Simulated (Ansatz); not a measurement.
ZrSi in space group Cmcm (No. 63; Zr on 4c, Si on 4c) at seven volumes, plane-wave PAW PBEsol (Ansatz code), shape and atoms relaxed at each. One row is withheld.

```
V (Å³/atom)  P (GPa)
-----------  -------
15.688         17.37
16.205         10.66
16.722          4.92
17.240          0.00
17.757         -4.22
18.274             ?
18.791        -10.93
```

Question: Fit the shown pressures and predict the withheld one.

Answer: P = (3/2)B₀(x^(7/2) − x^(5/2))[1 + (3/4)(B′ − 4)(x − 1)] with x = (V₀/V)^(2/3). Least squares on the six rows gives V₀ = 17.240 Å³/atom, B₀ = 152 GPa, B′ = 4.13. At V = 18.274, x = 0.9619 and P = -7.85 GPa. The run itself gave -7.83 GPa.

The first step of the workflow began from a Materials Project structure, measured or hypothetical; the Crystallography Open Database files this formula in space group No. 63, but the cells were not matched. Its standing as an ambient phase is unchecked. The cell was relaxed with PBEsol under the symmetry of its start; whether a distortion lowers the energy is not shown. The run is not spin-polarised.

Potentials: the later of the program's two PAW sets.
